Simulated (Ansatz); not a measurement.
## Na4NbGaSi3O12: ⁹³Nb NMR of the central transition

Cell: a Materials Project structure (computed, not necessarily an observed phase), taken as it stands.

Space group R3c:H (No. 161); a = 9.0611, c = 22.2014 Å, γ = 120.00°.

| site | Wyckoff | site symmetry | x | y | z |
| --- | --- | --- | --- | --- | --- |
| Na1 | 18b | 1 | 0.3434 | 0.3034 | 0.4187 |
| Na7 | 6a | 3. | 0.0000 | 0.0000 | 0.5047 |
| Nb | 6a | 3. | 0.0000 | 0.0000 | 0.3533 |
| Ga | 6a | 3. | 0.0000 | 0.0000 | 0.6490 |
| Si | 18b | 1 | 0.3378 | 0.9599 | 0.4147 |
| O19 | 18b | 1 | 0.0366 | 0.2062 | 0.6897 |
| O25 | 18b | 1 | 0.9656 | 0.7998 | 0.3078 |
| O31 | 18b | 1 | 0.8366 | 0.0211 | 0.5887 |
| O37 | 18b | 1 | 0.1611 | 0.9726 | 0.4113 |

One atom of each set is listed; the run and its k-mesh use a cell of 42 atoms with edges of 9.06, 9.06, 9.06 Å.

The numbers come from a DFT calculation in Ansatz (PBE, plane waves and PAW, scalar-relativistic, 420 eV cutoff, Γ-centred 3×3×3 k-points, Fermi–Dirac smearing 0.02 eV).

⁹³Nb has I = 9/2 and Q = -320.0 mb (Pyykkö 2018); at 16.4 T its Larmor frequency is ν₀ = 171.4 MHz (from the bare nuclear moment; shielding lowers the observed one by a per cent or two). Only the quadrupole interaction is simulated: positions count from each site's isotropic chemical shift, and J coupling is left out, as are shift anisotropy and dipolar coupling, which fast spinning averages.

Q: Give C_Q, η, the quadrupolar product P_Q = |C_Q|(1 + η²/3)^½, the second-order isotropic shift and the breadth of the pattern (fast magic-angle spinning) for each Nb site.

A: 

| site | first shell | C_Q (MHz) | η | P_Q (MHz) | δ_QIS (ppm) | breadth (kHz) |
| --- | --- | --- | --- | --- | --- | --- |
| Nb | 6 O at 1.96–2.05 Å | -18.0 | 0.00 | 18.0 | -15.4 | 5.64 |

δ_QIS = −(ν_Q²/30ν₀²)[I(I+1) − 3/4](1 + η²/3) × 10⁶ ppm with ν_Q = 3|C_Q|/[2I(2I−1)]; it falls as 1/B₀² in ppm, and the breadth as 1/B₀ in kHz.

An axis of threefold or higher order runs through Nb, so V_zz lies along it and η is zero.

The largest force is 0.5 eV/Å, so the atoms aren't at the calculated equilibrium and relaxing them would move these values. Without spin–orbit coupling (the program notes it for Nb) the gradients are little affected as a rule: paired runs on crystals with a gap mostly move them by under 2 % at such atoms.

The run took 2.2 min of wall time (2.2 min of CPU time) and 1.3 GiB at its peak, on 1 thread of Intel Xeon Platinum 8259CL CPU @ 2.50GHz (Skylake/Cascade Lake) (x86_64; 32 cores open to the job, memory cap 2.5 GiB, no GPU), a shared host with a load of 0.7 a core.
